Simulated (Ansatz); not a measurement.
# Straining Ag

Computed with DFT PBEsol, scalar-relativistic, plane waves, PAW in Ansatz. Settings: 420 eV cutoff, 24×24×6 k-mesh, Gaussian smearing of 0.10 eV, no spin polarisation.

Starting point, cell and atoms relaxed:

```
Ag
1.0
     2.86746    0.00000    0.00000
    -1.43373    2.48330    0.00000
     0.00000    0.00000    9.36508
Ag
4
Direct
  0.00000 0.00000 0.00000
  0.00000 0.00000 0.50000
  0.33333 0.66667 0.25000
  0.66667 0.33333 0.75000
```

Deformation: biaxial strain in the a-b plane, with the length and tilt of c and the atoms relaxed, all within the symmetry that the strain leaves. Energies are extrapolated to zero smearing. On this cell's mesh the reference holds a stress of up to 0.21 GPa.

```
strain (%)  ΔE (meV/atom) a (Å) b (Å) c (Å)
      -3.0           21.9  2.781  2.781  9.602
      -2.0            8.7  2.810  2.810  9.522
      -1.0            1.7  2.839  2.839  9.449
      +0.0            0.0  2.867  2.867  9.365
      +1.0            2.5  2.896  2.896  9.301
      +2.0            9.1  2.925  2.925  9.229
      +3.0           18.8  2.953  2.953  9.143
```

**Question.** What stiffness (1/V) d²E/dε² at zero strain does a cubic fit over all points give?

**Answer.** A cubic fit gives (1/V) d²E/dε² = 436 GPa at zero strain (twice the biaxial modulus).

**Question.** How does the free axis c answer a small strain?

**Answer.** Between the innermost points its strain is -0.79 times the applied one.

This form isn't the element's structure at ambient conditions.